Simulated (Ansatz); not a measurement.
TiS$_{2}$:
```
TiS2
1.0
    3.31473     0.00000     0.00000
   -1.65737     2.87064     0.00000
    0.00000     0.00000     5.44695
Ti S
1 2
Direct
  0.00000   0.00000   0.00000
  0.33333   0.66667   0.26094
  0.66667   0.33333   0.73906
```

Relaxed with LDA. Special points in fractions of this cell's reciprocal vectors: Γ (0.000, 0.000, 0.000); M (0.500, 0.000, 0.000); K (0.333, 0.333, 0.000); A (0.000, 0.000, 0.500); L (0.500, 0.000, 0.500); H (0.333, 0.333, 0.500).

Task: List the band energies nearest the Fermi level at these points for LDA in the plane-wave PAW code Ansatz.

Result: In eV from the Fermi level; about four levels below and three above (degenerate sets whole), none deeper than 8.9 eV; points with the same levels are listed once.

| k | below | above |
|---|---|---|
| Γ | -5.94 -2.79 -2.79 | 0.30 0.30 0.30 |
| M | -3.14 -2.99 -2.65 -1.62 | 0.17 1.77 2.25 |
| K | -4.44 -4.44 -2.82 -2.82 -2.35 | 1.36 2.05 2.05 |
| A | -3.83 -2.89 -2.71 -2.71 | 0.01 0.01 0.53 0.53 |
| L | -2.94 -1.07 -1.06 -0.23 | 1.76 2.21 3.52 |
| H | -3.92 -3.44 -2.23 -2.23 | 1.38 1.54 1.54 |

Space group P-3m1 (CdI2 type). The LDA relaxation kept the symmetry of its start; of distortions, only those at the zone centre were tested. No spin polarisation was allowed. A crystal of weakly bound layers computed without a dispersion correction: the cell and the soft elastic constants depend strongly on that.

Potentials: the earlier of the program's two PAW sets.
